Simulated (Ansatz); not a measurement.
Relaxation of a relaxed Ba cell deformed by the Cartesian strain tensor (xx, yy, zz, yz, xz, xy) = (-0.052, 0.013, -0.084, 0.011, 0.098, 0.040); 1 atom in the cell, which starts as P-1 (No. 2), aP1; a = 3.855 Å, b = 4.035 Å, c = 4.350 Å, α = 109.62°, β = 110.86°, γ = 98.67°. These are r2SCAN (plane waves to 500 eV, PAW, scalar-relativistic; Ansatz, a program for electronic structure) values and carry that method's errors. Γ-centred k-mesh 10×9×9 on the run's cell (coarser than for final values), Fermi–Dirac smearing 0.05 eV. This is the first round of the run. 

The optimiser's lines from the output (shortened; P is positive under compression):

```
relax step   1: F+E_penalty+E_count = -5964.48968401 eV  Δ(F+E_penalty+E_count) = +0.000e0 eV  max|allowed force component| = 0.000e0 eV/Å  Δτ_max = 0.0000 Å  P = +1.365 GPa  Ω = 56.666 Å³  (7 SCF iters, dr2 threshold 1.00e-7 eV, accepted)
relax step   2: F+E_penalty+E_count = -5964.52809799 eV  Δ(F+E_penalty+E_count) = -3.841e-2 eV  max|allowed force component| = 0.000e0 eV/Å  Δτ_max = 0.0000 Å  P = +0.982 GPa  Ω = 58.785 Å³  (7 SCF iters, dr2 threshold 1.00e-7 eV, accepted)
relax step   3: F+E_penalty+E_count = -5964.56637420 eV  Δ(F+E_penalty+E_count) = -3.828e-2 eV  max|allowed force component| = 0.000e0 eV/Å  Δτ_max = 0.0000 Å  P = +0.488 GPa  Ω = 61.794 Å³  (7 SCF iters, dr2 threshold 1.00e-7 eV, accepted)
relax step   4: F+E_penalty+E_count = -5964.58979731 eV  Δ(F+E_penalty+E_count) = -2.342e-2 eV  max|allowed force component| = 0.000e0 eV/Å  Δτ_max = 0.0000 Å  P = +0.283 GPa  Ω = 63.175 Å³  (7 SCF iters, dr2 threshold 1.00e-7 eV, accepted)
relax step   5: F+E_penalty+E_count = -5964.59950630 eV  Δ(F+E_penalty+E_count) = -9.709e-3 eV  max|allowed force component| = 0.000e0 eV/Å  Δτ_max = 0.0000 Å  P = +0.072 GPa  Ω = 64.635 Å³  (7 SCF iters, dr2 threshold 1.00e-7 eV, accepted)
relax step   6: F+E_penalty+E_count = -5964.60051709 eV  Δ(F+E_penalty+E_count) = -1.011e-3 eV  max|allowed force component| = 0.000e0 eV/Å  Δτ_max = 0.0000 Å  P = +0.012 GPa  Ω = 65.076 Å³  (6 SCF iters, dr2 threshold 1.00e-7 eV, accepted)
relax step   7: F+E_penalty+E_count = -5964.60054251 eV  Δ(F+E_penalty+E_count) = -2.542e-5 eV  max|allowed force component| = 0.000e0 eV/Å  Δτ_max = 0.0000 Å  P = -0.002 GPa  Ω = 65.182 Å³  (6 SCF iters, dr2 threshold 3.73e-9 eV, accepted)
relax step   8: F+E_penalty+E_count = -5964.60077461 eV  Δ(F+E_penalty+E_count) = -2.321e-4 eV  max|allowed force component| = 0.000e0 eV/Å  Δτ_max = 0.0000 Å  P = +0.001 GPa  Ω = 65.182 Å³  stress off target by 2.38e-3 GPa  SCF on the basis re-selected at this cell (its energy is not comparable with the rows above)  (7 SCF iters)
```

From the first to the last row the energy changes by -0.11 eV/atom and the volume by +15.0 %. The last row is marked as not comparable with the walk above it, whose basis was carried along; it does compare with step 1, since both stand on a basis selected at the nominal cutoff for their own cell.

Later rounds, restarted from the end of this one on a renewed k-mesh, logged 7 more steps and released under 0.01 eV/atom more. The final structure after all rounds: Im-3m (No. 229), cI2, bcc (W type); a = 5.072 Å, b = 5.072 Å, c = 5.072 Å, α = 90.00°, β = 90.00°, γ = 90.00°. Between re-selections the logged energies stand on a plane-wave basis carried along with the cell. No spin polarisation in the result.

The run could not lose the symmetry of its start.
